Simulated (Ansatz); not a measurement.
SnSe:
```
CELL_PARAMETERS angstrom
     11.80966     0.00000     0.00000
      0.00000     4.20893     0.00000
      0.00000     0.00000     4.55787
ATOMIC_POSITIONS crystal
  Sn 0.62182 0.75000 0.38484
  Sn 0.37818 0.25000 0.61516
  Sn 0.87818 0.25000 0.88484
  Sn 0.12182 0.75000 0.11516
  Se 0.14511 0.25000 0.52401
  Se 0.85489 0.75000 0.47599
  Se 0.35489 0.75000 0.02401
  Se 0.64511 0.25000 0.97599
```

Relaxed with PBE. Special points in fractions of this cell's reciprocal vectors: Γ (0.000, 0.000, 0.000); X (0.500, 0.000, 0.000); S (0.500, 0.500, 0.000); Y (0.000, 0.500, 0.000); Z (0.000, 0.000, 0.500); U (0.500, 0.000, 0.500); R (0.500, 0.500, 0.500); T (0.000, 0.500, 0.500).

List the band energies nearest the valence-band maximum at these points for DFT-PBE in the program Ansatz with PAW potentials.

In eV from the valence-band maximum; about four levels below and three above (degenerate sets whole), none deeper than 8.9 eV; points with the same levels are listed once.

```
k                    below                above
-  -----------------------  -------------------
Γ  -1.49 -1.16 -0.65 -0.47       0.80 2.79 2.97
X  -1.72 -1.72 -0.51 -0.51  2.49 2.49 2.68 2.68
S  -0.98 -0.98 -0.98 -0.98  1.40 1.40 1.40 1.40
Y  -0.91 -0.91 -0.81 -0.81  1.11 1.11 1.22 1.22
Z  -0.74 -0.74 -0.24 -0.24  1.26 1.26 1.62 1.62
U  -0.45 -0.45 -0.27 -0.27  1.26 1.26 1.66 1.66
R  -1.47 -1.47 -1.47 -1.47  2.55 2.55 2.55 2.55
T  -2.13 -2.13 -1.30 -1.30  2.62 2.62 3.04 3.04
```

Space group Pnma. The cell was relaxed with PBE under the symmetry of its start. A crystal of weakly bound layers computed without a dispersion correction: the cell and the soft elastic constants depend strongly on that. Spin–orbit coupling is left out wherever it is not named.

Potentials: the later of the program's two PAW sets.
